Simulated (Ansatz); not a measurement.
**IrS in the NiAs-type structure**

Level of theory: DFT, PBEsol, scalar-relativistic, no spin polarisation; plane waves to 420 eV with PAW datasets (Ansatz 0.2.0), 10×10×6 k-mesh, Gaussian smearing of 0.05 eV. The datasets are Ansatz's generated set soft_2.

```xyz
4
Lattice="3.5440 0.0000 0.0000 -1.7720 3.0692 0.0000 0.0000 0.0000 5.4419" Properties=species:S:1:pos:R:3 pbc="T T T"
Ir    0.0000    0.0000    0.0000
Ir    0.0000    0.0000    2.7210
S     0.0000    2.0461    1.3605
S     1.7720    1.0231    4.0814
```

The structure was built from a prototype; whether the compound forms in it isn't claimed.

The cell above was scaled in volume, and shape and atoms were relaxed at each volume within its symmetry. Energies are counted from the cell above.

Cell and atoms are those of this level's equilibrium.

```tsv
V (Å³/atom)	ΔE (meV/atom)	P from the stress (GPa)
14.206	16.57	9.38
14.502	3.95	4.40
14.798	0.00	0.01
15.094	3.64	-3.83
15.390	13.92	-7.26
```

Task: Do the energies and the pressures agree? Compare −ΔE/ΔV between neighbouring points (1 meV/Å³ = 0.1602 GPa) with the mean of their pressures.

Result: 
| interval (Å³/atom) | −ΔE/ΔV (GPa) | mean P (GPa) |
| --- | --- | --- |
| 14.21 to 14.50 | 6.8 | 6.9 |
| 14.50 to 14.80 | 2.1 | 2.2 |
| 14.80 to 15.09 | -2.0 | -1.9 |
| 15.09 to 15.39 | -5.6 | -5.5 |
They differ by 0.07 GPa at most.

Task: What do the two routes give for V0, B0 and B0′?

Result: A third-order Birch–Murnaghan fit of the energies: V0 = 14.80 Å³/atom, B0 = 205 GPa, B0′ = 5.7. A polynomial of P in ln V, with B = −dP/d ln V at P = 0: V0 = 14.80 Å³/atom, B0 = 205 GPa, B0′ = 5.3. B0′ isn't converged to its last digit.

B0·V0 = 205.2 GPa × 14.80 Å³ = 18.95 eV/atom sets the scale: near the minimum ΔE ≈ ½ B0 V0 x², with x = V/V0 − 1, and a pressure of 2.1 GPa squeezes the volume by about 1 %. At the ends of the curve: x = −4.0 % predicts 15.1 meV/atom and the run gives 16.6; x = +4.0 % predicts 15.2 meV/atom and the run gives 13.9. Compression costs more and expansion less than the parabola says, since the crystal stiffens as it shrinks; B0′ measures that.

These numbers lack spin–orbit coupling. The run is a metal.
